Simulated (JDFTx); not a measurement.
| Quantity | Result |
|---|---|
| surface | Ge(111) |
| bulk | Ge, Fd-3m, lattice of mp-32 (not re-optimised) |
| slab | 6 atoms in 6 planes, 1x1, 7.4 Å between the outermost planes |
| in-plane cell | 4.013 × 4.013 Å, 13.94 Å² |
| cell height | 23.4 Å |
| sampling | 6×6×1 k mesh, Fermi smearing 0.003 Ha, no spin polarisation |

Neither spin polarisation nor a larger cell was tried.

Method: PBE, GBRV ultrasoft potentials, plane waves to 20/100 Ha, in a modified build of JDFTx. Vacuum. The outer atoms relax from bulk positions, keeping the cell's symmetry; the lattice is not PBE's own optimum in this code, and that strain can shift the moves by a few hundredths of an ångström. Input:

```
lattice \
  7.5829511123 3.7914755561 0.0000000000 \
  0.0000000000 6.5670283005 0.0000000000 \
  0.0000000000 0.0000000000 44.2195913162
coords-type Lattice
ion Ge 0.0000000000 0.0000000000 -0.1575180850 1
ion Ge 0.6666666670 0.6666666670 -0.1225140660 1
ion Ge 0.6666666670 0.6666666670 -0.0175020090 0
ion Ge 0.3333333330 0.3333333330 0.0175020090 0
ion Ge 0.3333333330 0.3333333330 0.1225140660 1
ion Ge 0.0000000000 0.0000000000 0.1575180850 1
ion-species pseudo/ge_pbe_v1.4.upf
elec-cutoff 20 100
elec-ex-corr gga-PBE
coulomb-interaction Slab 001
coulomb-truncation-embed 0 0 0
kpoint-folding 6 6 1
elec-smearing Fermi 0.003
lcao-params 10
elec-n-bands 50
converge-empty-states yes
electronic-scf nIterations 100 energyDiffThreshold 1e-07
ionic-minimize nIterations 10 energyDiffThreshold 1e-5 knormThreshold 4e-4
dump-name vac.$VAR
dump End State Ecomponents EigStats BandEigs Forces ElecDensity IonicPositions Fillings Kpoints Dtot
```

**Question.** How far do the free atoms of the upper face move along the normal, and how much energy is released?

**Answer.** Ge (atom 6) 0.13 Å, Ge (atom 5) 0.12 Å (positive: outward). The free energy falls by 0.069 eV per cell, 40 mJ/m².
